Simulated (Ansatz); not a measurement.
A distorted cell of CsSnI₃ (cubic perovskite):

```
CELL_PARAMETERS angstrom
      6.02010     0.00000     0.00000
      0.00000     6.02010     0.00000
      0.00000     0.00000     6.26090
ATOMIC_POSITIONS crystal
  Cs 0.00000 0.00000 0.00000
  Sn 0.50000 0.50000 0.50000
  I  0.00000 0.50000 0.50000
  I  0.50000 0.50000 0.00000
  I  0.50000 0.00000 0.50000
```

Computed with PBE (plane waves to 420 eV, PAW, scalar-relativistic; Ansatz, a first-principles code). k mesh 6×6×6 (Γ-centred), Fermi-Dirac smearing 0.05 eV. The energy includes the smearing's −TS. Stress and pressure are positive under compression. On this mesh the relaxed cell isn't quite at rest: it carries a pressure of 0.1 GPa (compression positive) at the zero of the scan. CsSnI3 was relaxed with its symmetry unable to fall. Spin-orbit coupling is left out, though I is heavy. The PAW data are Ansatz's earlier set. This is a high-temperature form of CsSnI3.

Question: What is the stress tensor (GPa)?

Answer: 
```
   2.31     0.00     0.00
   0.00     2.31     0.00
   0.00     0.00     0.66
```
The pressure, a third of the trace, is 1.76 GPa.

Question: It is the relaxed cell deformed to V/V₀ = 0.920, (c/a)/(c/a)₀ = 1.040, c along z, fractional positions held. What is its energy relative to the relaxed cell?

Answer: 27.1 meV/atom.

(Under strain, the slope of the energy per volume gives the stress and its curvature an elastic modulus.)
